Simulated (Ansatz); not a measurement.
## Pd: course of a relaxation

Level of theory: Ansatz 0.2.0, DFT PBEsol, scalar-relativistic, plane waves, PAW. Settings: 420 eV cutoff, 18×18×6 k-mesh, Gaussian smearing of 0.10 eV, no spin polarisation.

What was changed: relaxed at 2 GPa.

Command:

```bash
ansatz run input.yaml --threads 1 --pin off --max-ram 2560MiB --backend cpu --events-out ev --progress --plain --runs-dir out
```

Input:

```yaml
crystal:
  lattice:
    - [2.714927619, 0.0, 0.0]
    - [-1.3574638095, 2.3511962875, 0.0]
    - [0.0, 0.0, 8.9621000569]
  atoms:
    - { symbol: Pd, position: [0.0, 0.0, 0.0] }
    - { symbol: Pd, position: [0.3333333333, 0.6666666667, 0.25] }
    - { symbol: Pd, position: [0.0, 0.0, 0.5] }
    - { symbol: Pd, position: [0.6666666667, 0.3333333333, 0.75] }
basis:
  ecutwfc: 420
kpoints:
  mp_grid: { grid: [18, 18, 6] }
hamiltonian:
  xc: pbesol
scf:
  occupations: { method: gaussian, width: 0.1 }
output:
  forces: true
  stress: true
  eigenvalues: true
relax:
  adjacent_minimum: "off"
  f_tol: 0.008
  max_steps: 50
  cell: { stress_tol: 0.08, p_target: 2.0 }
```

F is the free energy. Steps run on the plane waves of an earlier cell, but the last one, and at times one on the way, on a freshly chosen basis, so a repeated geometry can differ a little in energy. The relaxation lowers the enthalpy F + PV at the target pressure, so F itself can rise.

Steps:

```tsv
step	F − F(1) (eV)	largest force component (eV/Å)	V (Å³/atom)	P (GPa)
1	0.0000	0.000	14.302	4.11
2	-0.0135	0.000	14.554	0.36
3	-0.0105	0.000	14.443	1.97
4	-0.0106	0.000	14.443	1.96
```

Relaxed structure:

```
CELL_PARAMETERS angstrom
2.72366 0.00000 0.00000
-1.36183 2.35876 0.00000
0.00000 0.00000 8.99230
ATOMIC_POSITIONS crystal
Pd 0.00000 0.00000 0.00000
Pd 0.33333 0.66667 0.25000
Pd 0.00000 0.00000 0.50000
Pd 0.66667 0.33333 0.75000
```

Symmetry: P6_3/mmc, No. 194, hexagonal system. The conventional cell has a = 2.724 Å, b = 2.724 Å, c = 8.992 Å, α = 90.00°, β = 90.00°, γ = 120.00°. Around Pd (site symmetry -3m) lie 12 Pd at 2.72 to 2.74 Å. Pd (site symmetry -6m2) is surrounded by 12 Pd at 2.72 to 2.74 Å.

The run converged. It took 31 s on 1 thread of Intel(R) Xeon(R) 6975P-C (Granite Rapids) (shared host), peak memory 0.6 GiB.